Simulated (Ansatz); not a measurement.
NiGe (CsCl type, Pm-3m), PBE in the plane-wave PAW code Ansatz, all energies at zero smearing, with the estimated change up to a 700 eV cutoff added, with one set of potentials and settings (totals compare only within such a set). Cell of 2 atoms (1 Ni, 1 Ge): -10134.820 eV.

```csv
element,reference phase,E (eV/atom)
Ni,"Fm-3m, 1 atoms in the cell, spin-polarised",-5839.7239
Ge,"Fd-3m, 2 atoms in the cell",-4294.9847
```

Formation energy per atom, worked out: (-10134.820 − 1×(-5839.7239) − 1×(-4294.9847))/2 = -0.056 eV/atom (-5 kJ per mol of atoms), at 0 K, without zero-point energy or fitted corrections.

A made-up cell: these elements were put on the sites of a structure type; neither database checked (COD, Materials Project) lists it. COD files the formula under space group No. 62, so this cell is another polymorph or a model. Whether it is the stable phase at ambient conditions was not checked. Symmetry was held in the PBE relaxation; its stability against distortions is not shown here. The workflow began spin-polarised and lost its moments. The references are the lowest solids computed at this level, not always the standard phases.

Potentials: the later of the program's two PAW sets.
